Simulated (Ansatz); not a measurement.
## Data sheet: Ge (DFT)

Ge:
```
CELL_PARAMETERS angstrom
     -3.47369     3.47369     2.00596
      3.47369    -3.47369     2.00596
      3.47369     3.47369    -2.00596
ATOMIC_POSITIONS crystal
  Ge 0.17865 0.17865 0.35731
  Ge 0.17865 0.82135 0.00000
  Ge 0.82135 0.17865 0.00000
  Ge 0.82135 0.82135 0.64269
```

Space group I4/mmm (No. 139); conventional cell a = b = 6.9474 Å, c = 4.0119 Å, α = β = γ = 90.00°.

Method: PBEsol in the plane-wave PAW code Ansatz. Structure relaxed to zero pressure with the same functional. Other levels are named where they apply.

**Cell and energy**

```json
{
  "volume_per_atom": "24.20 Å³",
  "density": "4.98 g/cm³"
}
```

**Electronic structure**

```json
{
  "electronic_character": "metallic (no gap)",
  "Density of states at the Fermi level": "0.04 states/eV per atom (mean over ±0.08 eV)",
  "Gap with spin–orbit coupling": "none (metallic)"
}
```

**Mechanics**

```json
{
  "Bulk modulus (Birch–Murnaghan fit)": "61.3 GPa",
  "Pressure derivative B′": "4.7"
}
```

**Phonons**

```json
{
 "highest_zone_centre_frequency": "297 cm⁻¹",
 "zone_centre_stability": "no imaginary mode at Γ"
}
```

The start of the workflow was typed in or built on a structure type; neither database checked (COD, Materials Project) lists it. It is not the phase usual at ambient conditions (space group No. 227). The PBEsol relaxation kept the symmetry of its start. The volume moved by 28 % from the start of the relaxation. As this level gives no gap, phonon frequencies hold no LO–TO term and depend on the k-mesh and smearing (Fermi–Dirac, 0.1 eV here). Scalar-relativistic: spin–orbit coupling is off unless named, which matters more the heavier the elements.

Potentials: the later of the program's two PAW sets.
